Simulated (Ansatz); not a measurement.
# Cs3Tl2Cl9 — field gradients at the nuclei

The cell is a Materials Project structure (computed, not necessarily an observed phase).

Space group R-3c:H (No. 167); a = 12.9335, c = 18.5381 Å, γ = 120.00°.

| site | Wyckoff | site symmetry | x | y | z |
| --- | --- | --- | --- | --- | --- |
| Cs | 18e | .2 | 0.6712 | 0.6667 | 0.4167 |
| Tl | 12c | 3. | 0.0000 | 0.0000 | 0.6492 |
| Cl11 | 18e | .2 | 0.8439 | 0.0000 | 0.7500 |
| Cl17 | 36f | 1 | 0.8270 | 0.8250 | 0.5890 |

One atom of each set is listed; the run and its k-mesh use a cell of 28 atoms with edges of 9.69, 9.69, 9.69 Å.

The numbers come from a DFT calculation in Ansatz (r2SCAN, plane waves and PAW, scalar-relativistic, 500 eV cutoff, Γ-centred 3×3×3 k-points, Fermi–Dirac smearing 0.02 eV).

C_Q = eQV_zz/h, which is 24.18 MHz for Q = 1 b and V_zz = 10²¹ V/m²; η = (V_xx − V_yy)/V_zz.

¹³³Cs: I = 7/2, Q = -3.430 mb; ³⁵Cl: I = 3/2, Q = -81.12 mb. Quadrupole moments are those of Pyykkö's year-2017 table.

| site | atoms | first shell | V_zz (10²¹ V/m²) | η | C_Q (MHz) |
| --- | --- | --- | --- | --- | --- |
| Cs | 6 | 12 Cl at 3.66–3.83 Å | 1.28 | 0.59 | -0.106 |
| Tl | 4 | 6 Cl at 2.51–2.75 Å | 11.69 | 0.00 | – |
| Cl11 | 6 | 2 Tl at 2.75 Å, angle 86° | -9.63 | 0.16 | 18.9 |
| Cl17 | 12 | 1 Tl at 2.51 Å | 17.58 | 0.08 | -34.5 |

An axis of threefold or higher order runs through Tl, so V_zz lies along it and η is zero. At Cl11 V_zz stands upright on the plane of its two bonds (within 1°). At Cl17 V_zz points along its bond to Tl (within 1°).

Tl has no stable isotope with a ground-state quadrupole moment in the table, so no C_Q is given.

Spin–orbit coupling is left out, which shifts gradients on Tl by a few per cent, and by more where contributions nearly cancel.

Hardware: 2 threads of Intel Xeon Processor @ 2.50GHz (Skylake/Cascade Lake) (x86_64; 62 cores open to the job, memory cap 5.0 GiB, no GPU), a shared host with a load of 0.9 a core. Wall time 4.7 min, CPU time 5.6 min, peak memory 3.5 GiB.
